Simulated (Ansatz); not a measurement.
Ca (fcc (Cu type), Fm-3m) at seven volumes, LDA in the plane-wave PAW code Ansatz, scaled uniformly. One row is withheld.

| V (Å³/atom) | P (GPa) |
|---|---|
| 34.564 | 2.07 |
| 35.703 | 1.29 |
| 36.842 | 0.61 |
| 37.982 | 0.00 |
| 39.121 | ? |
| 40.261 | -1.02 |
| 41.400 | -1.44 |

Problem. Fit the shown pressures and predict the withheld one.

Solution. Third-order Birch–Murnaghan: P = (3/2)B₀(x^(7/2) − x^(5/2))[1 + (3/4)(B′ − 4)(x − 1)] with x = (V₀/V)^(2/3). Least squares on the six rows gives V₀ = 37.980 Å³/atom, B₀ = 19.08 GPa, B′ = 3.03. At V = 39.121, x = 0.9805 and P = -0.54 GPa. The run itself gave -0.54 GPa.

The LDA relaxation kept the symmetry of its start.

Potentials: the earlier of the program's two PAW sets. The files were generated under PBE; for other functionals the program regenerates the frozen cores, and for LDA and PBEsol the local potential too.
